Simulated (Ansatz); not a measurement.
HfSiO4:
```yaml
crystal:
  lattice:
    - [-3.29119, 3.29119, 2.98604]
    - [3.29119, -3.29119, 2.98604]
    - [3.29119, 3.29119, -2.98604]
  atoms:
    - { symbol: Hf, position: [0.00000, 0.00000, 0.00000] }
    - { symbol: Hf, position: [0.75000, 0.25000, 0.50000] }
    - { symbol: Si, position: [0.25000, 0.75000, 0.50000] }
    - { symbol: Si, position: [0.50000, 0.50000, 0.00000] }
    - { symbol: O, position: [0.13525, 0.31988, 0.81537] }
    - { symbol: O, position: [0.06988, 0.75450, 0.68463] }
    - { symbol: O, position: [0.50450, 0.31988, 0.18463] }
    - { symbol: O, position: [0.06988, 0.38525, 0.31537] }
    - { symbol: O, position: [0.61475, 0.93012, 0.68463] }
    - { symbol: O, position: [0.68012, 0.86475, 0.18463] }
    - { symbol: O, position: [0.24550, 0.93012, 0.31537] }
    - { symbol: O, position: [0.68012, 0.49550, 0.81537] }
```

Relaxed with r²SCAN. Special points in fractions of this cell's reciprocal vectors: Γ (0.000, 0.000, 0.000); X (0.000, 0.000, 0.500); M (-0.500, 0.500, 0.500); Z (0.456, 0.456, -0.456); Z0 (-0.456, 0.544, 0.456); P (0.250, 0.250, 0.250); N (0.000, 0.500, 0.000).

**Question.** List the band energies nearest the valence-band maximum at these points for plane-wave PAW r²SCAN with spin–orbit coupling (Ansatz code).

**Answer.** In eV from the valence-band maximum; about four levels below and three above (degenerate sets whole), none deeper than 8.9 eV; points with the same levels are listed once.

| k | below | above |
|---|---|---|
| Γ | -0.51 -0.51 0.00 0.00 | 6.36 6.36 6.56 6.56 |
| X | -0.59 -0.59 -0.59 -0.59 | 6.01 6.01 6.01 6.01 |
| M | -0.87 -0.87 -0.87 -0.87 | 6.74 6.74 6.74 6.74 |
| Z | -0.82 -0.82 -0.81 -0.81 | 6.68 6.68 6.79 6.79 |
| P | -0.50 -0.50 -0.50 -0.50 | 6.00 6.00 6.02 6.02 |
| N | -0.27 -0.27 -0.18 -0.18 | 6.25 6.25 6.38 6.38 |

Space group I4_1/amd. Symmetry was held in the r²SCAN relaxation. No spin polarisation was allowed.

Potentials: the earlier of the program's two PAW sets. The files were generated under PBE; for other functionals the program regenerates the frozen cores, and for LDA and PBEsol the local potential too.
